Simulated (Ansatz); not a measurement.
input.yaml (Ansatz)

```yaml
crystal:
  lattice:
    - [0.0, 2.4704625275, 2.4704625275]
    - [2.4704625275, 0.0, 2.4704625275]
    - [2.4704625275, 2.4704625275, 0.0]
  atoms:
    - { symbol: Fe, position: [0.125, 0.125, 0.125], spin: 2.5 }
    - { symbol: Fe, position: [0.875, 0.875, 0.875], spin: -2.5 }
hamiltonian:
  xc: blyp
  pseudopotentials:
    kind: paw
    azcp:
      Fe: "pseudopotentials/Fe.paw.azcp"
basis:
  ecutwfc: 420
  fft_grid_basis: typed
kpoints:
  mp_grid: { grid: [12, 12, 12], shift: [0, 0, 0] }
magnetization:
  spin_polarized: true
scf:
  occupations: { method: fermi_dirac, width: 0.05 }
  lower_state_search: "off"
output:
  stress: true
```

Terminal output

```
Engine: ansatz 0.2.0, aarch64-unknown-linux-gnu
Pseudopotentials: kind: paw
Pseudopotential: Fe, paw, valence charge 16, recommended cutoff 420 eV (normal) 
Functional definition: BLYP
  parameter beta = 0.0042
  parameter a = 0.04918
  parameter b = 0.132
  parameter c = 0.2533
  parameter d = 0.349
  exchange = b88_x(beta = beta)
  correlation = lyp_c(a = a, b = b, c = c, d = d)
Crystal: 2 atoms, lattice volume = 30.155 Å³
Basis set: ecut = 420 eV, 609 PW (Γ), exchange–correlation on 48×48×48 points (8 copies of the dense FFT grid, shifted against one another)
Bands: 23, of which v1, the nominal top of the filled ones, is band 16 counted from 1 (15 counted from 0)
Symmetry: 24 space group operations
Space group: F-43m (ITA 216), of the structure as read, at distance tolerance 3.1e-5 Å
Magnetic group: BNS 227.130 (UNI 1632), of the structure as read, at distance tolerance 3.1e-5 Å
k-points: 72 of 1728 (time reversal used)
Non-local potential: Fe, projectors of the file, l = 0: 3, l = 1: 2, l = 2: 3, l = 3: 1
PAW form: soft (Blöchl's): semilocal exchange-correlation on the pseudo side does not see the compensation charge
PAW frozen core: Fe, regenerated for the run's functional, and the local potential with it (the file was generated under x = pbe(κ = 0.804, μ = 0.2195149727645171), c = pbe(β = 0.06672455060314922))
PAW one-centre angular grid: Fe, 590 points (default); XC on 64 Gauss nodes
Initial density: superposition of atomic densities (chi_scale 0.1, normalization cell)
Starting moments: Σ|m| = 5 μB on 2 of 2 sites
Starting magnetic order: antiferromagnet; an inversion exchanges its spin sublattices: spin-degenerate at every k-point
Initial wavefunctions: pseudopotential atomic-orbital guess
Functional: x = b88, c = lyp
SCF iter   1: F=—  HF=-8974.072196 eV  |F-HF|=—  |Δ(HF+E_count)|=         —  Δρ=8.64e-2 (↑8.64e-2 ↓8.64e-2)  dr2=1.14e0  dr2_m=1.87e0  M=-0.000 μB ∫|m|=3.126 μB  β_m=0.30  ethr=3.10e-3  ⟨swp⟩=5.6  Hψ=13169  notcnv=0  defer=2
spin=Collinear: Kerker preconditioning applied to the charge; magnetization (m = ρ↑ − ρ↓) channel mixes plain (no charge-response kernel on spin).
...
iter 24 did not close the SCF: its close was put off for a magnetic moment that had not settled (scf_convergence_deferred on its scf_iter line)
SCF iter  24: F=-8974.473069 eV  HF=-8974.473069 eV  |F-HF|=1.82e-10  |Δ(HF+E_count)|=  3.82e-10  Δρ=9.95e-7 (↑9.95e-7 ↓4.55e-7)  dr2=2.00e-10  dr2_m=1.12e-10  M=0.000 μB ∫|m|=0.000 μB  β_m=0.99  ethr=3.32e-12  ⟨swp⟩=1.0  Hψ=7412  notcnv=0
iter 25 did not close the SCF: its close was put off for a magnetic moment that had not settled (scf_convergence_deferred on its scf_iter line)
SCF iter  25: F=-8974.473069 eV  HF=-8974.473069 eV  |F-HF|=1.53e-10  |Δ(HF+E_count)|=  8.37e-11  Δρ=8.30e-7 (↑1.81e-7 ↓8.30e-7)  dr2=1.55e-10  dr2_m=4.14e-11  M=0.000 μB ∫|m|=0.000 μB  β_m=1.00  ethr=1.00e-12  ⟨swp⟩=1.0  Hψ=9075  notcnv=0
SCF iter  26: F=-8974.473069 eV  HF=-8974.473069 eV  |F-HF|=2.73e-11  |Δ(HF+E_count)|=  1.82e-12  Δρ=2.36e-7 (↑2.36e-7 ↓1.98e-7)  dr2=2.57e-11  dr2_m=6.79e-12  M=0.000 μB ∫|m|=0.000 μB  ethr=1.00e-12  ⟨swp⟩=1.0  Hψ=7693  notcnv=0
WARN: the starting moments were not kept: the SCF closed with an absolute magnetisation of 8.2e-6 μB, where they sum to 5 μB in size (2 sites). That is at most 0.1 of that sum. Measured as dr2_m measures the in/out step, that magnetisation stands 6.0e-11 eV from none, at or under the dr2_threshold of 1.0e-7 eV: it is no larger than a step whose dr2_m would equal this threshold. The system may hold no moment; this SCF shows only that its start led to no more than that. To try another start: raise the starting moments (crystal.atoms[].spin, magnetization.per_species, magnetization.initial_magnetization, or on a non-collinear deck that types none of these the spinor_matrix: blocks that start its atoms; where the total moment is fixed, keep their sum and leave initial_magnetization as it is; typed ones take the place of any that the run laid by itself, positive ones on a crystal's lanthanoids without a Hubbard term where scf.initial_density.shell_occupations: [] is typed) or, if the notice of its spin-set hold's release reads "site moments contracting" or "site moments show no strong build", lengthen the hold (scf.mixing.spin_hold: { on: { confirm: 4 } }; for m-r²SCAN on two components see the key's manual first). Each may lead to a state that holds a moment. A second SCF, from the converged charge density, with the starting moments and any scf.initial_density.shell_occupations laid on it anew, would have followed, and was not run: the deck does not ask for one (magnetization.retry_lost_moments is false, the default). To let it run, set magnetization.retry_lost_moments: true and run the deck again, where that key's refused combinations let it; where memory then withholds it, that run's warning says so.
SCF 1 converged in 26 iterations: F = -8974.473069 eV  dr2 = 2.57e-11
SCF converged after 26 iterations
Magnetization: 0.0000 μB (16.0000 up, 16.0000 down)
Absolute magnetization: 0.0000 μB (∫|ρ↑−ρ↓|, with the PAW one-centre terms)
Spin contamination: 0.0000 ħ² per cell (⟨S²⟩ above its minimum at these occupations)
Per-site moments (μB) at R_I (Å): [(4.316607469305061e-6, 0.8825368645139113), (3.2572095079485907e-6, 0.8825368645139113)]
Free energy (F): -8974.473069 eV
Harris-Foulkes:  -8974.473069 eV  (|F-HF|=2.73e-11)
Internal energy: -8974.450691 eV  (E = F + TS)
E sigma→0 (E₀):  -8974.461880 eV
Entropy (-TS):   -0.022378 eV (-11.189 meV/atom)
Fermi energy:    13.282434 eV
--- Per-component energies (eV) ---
  E_band       = -588.889473
  E_kinetic    = 711.953381
  E_local      = -5390.411107  (includes V_loc(G=0)·N_el)
  E_nonlocal   = 430.197161
  E_hartree    = 2278.782924
  E_xc         = -232.354468
  E_vxc        = -298.210900  (∫ρ·V_xc dr)
  E_paw        = -2753.675482  (= ΣΔE_a)
  E_vpaw       = -599.985557  (= ΣTr[D̂ρ^β])
  E_aug_tail   = 0.001708  (compensation charges beyond the density's cutoff)
  E_ewald      = -4018.964707
  E_core_change = 0.019898  (= ΣΔE_core)
  E_smearing   = -0.022378  (= −TS)
  E_closure    = 0.000000  (closes the sum)
  Σ components = -8974.473069   (vs F -8974.473069, Δ=0.00e0)
--- Stress (GPa, compression-positive) ---
       -0.033367       0.000000       0.000000
        0.000000      -0.033367      -0.000000
        0.000000      -0.000000      -0.033367
  P = ⅓ Tr σ = -0.0334 GPa (-0.334 kbar)
```
